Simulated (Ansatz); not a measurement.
One stationary structure of SrVO3. All values below come from PBEsol (plane waves to 420 eV, PAW, scalar-relativistic; Ansatz, a first-principles code).

```cif
data_O3SrV
_chemical_formula_sum 'Sr1 V1 O3'
_space_group_name_H-M_alt 'P 1'
_space_group_IT_number 1
_cell_length_a 3.80937
_cell_length_b 3.80937
_cell_length_c 3.80937
_cell_angle_alpha 90.000
_cell_angle_beta 90.000
_cell_angle_gamma 90.000
loop_
_space_group_symop_operation_xyz
  'x, y, z'
loop_
_atom_site_label
_atom_site_type_symbol
_atom_site_fract_x
_atom_site_fract_y
_atom_site_fract_z
_atom_site_occupancy
Sr1 Sr 0.00000 0.00000 0.00000 1
V1 V 0.50000 0.50000 0.50000 1
O1 O 0.50000 0.00000 0.50000 1
O2 O 0.00000 0.50000 0.50000 1
O3 O 0.50000 0.50000 0.00000 1
```

### Question
Determine the symmetry and give the standard cell with its independent sites.

### Answer
Space group Pm-3m (No. 221); a = 3.8094 Å, b = 3.8094 Å, c = 3.8094 Å, α = 90.00°, β = 90.00°, γ = 90.00°

```
atom  site  symmetry       x       y       z
----  ----  --------  ------  ------  ------
Sr      1a      m-3m  0.0000  0.0000  0.0000
V       1b      m-3m  0.5000  0.5000  0.5000
O       3c    4/mm.m  0.0000  0.5000  0.5000
```

This is the cubic perovskite type.

### Question
Give the shortest distances between elements (the closest pairs, up to four, under 3.6 Å).

### Answer
O–V 1.90 Å; O–Sr 2.69 Å; O–O 2.69 Å; Sr–V 3.30 Å.

- Volume per atom: 11.06 Å³
- Density: 5.60 g/cm³
- Band gap: no gap (metallic)
- Magnetic moment: zero (the starting moments vanished)

No spin polarisation in the result: the starting moments vanished. The relaxed primitive cell holds an odd number of electrons. A magnetic state may lie lower. The d or f electrons are treated with no Hubbard U.

The run could not lose the symmetry of its start; a randomly shaken copy of 10 atoms returns to this structure.
